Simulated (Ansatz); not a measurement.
SnGe (CsCl type, Pm-3m) under volume change, DFT-PBEsol in the program Ansatz with PAW potentials, scaled uniformly.

| V (Å³/atom) | E − E(relaxed) (meV/atom) | P (GPa) |
|---|---|---|
| 20.054 | 43.6 | 7.67 |
| 20.715 | 18.2 | 4.68 |
| 21.376 | 4.3 | 2.14 |
| 22.037 | 0.0 | 0.00 |
| 22.698 | 4.0 | -1.88 |
| 23.359 | 15.0 | -3.40 |
| 24.020 | 31.6 | -4.60 |

Task: What does a third-order Birch–Murnaghan fit give for V₀, B₀ and B′?

Result: V₀ = 22.03 Å³/atom, B₀ = 65.7 GPa, B′ = 4.7.

A made-up cell: these elements were put on the sites of a structure type; neither database checked (COD, Materials Project) lists it. Its standing as an ambient phase is unchecked. Symmetry was held in the PBEsol relaxation. At this level the phase is mechanically unstable. Spin–orbit coupling is left out wherever it is not named.

Potentials: the earlier of the program's two PAW sets.
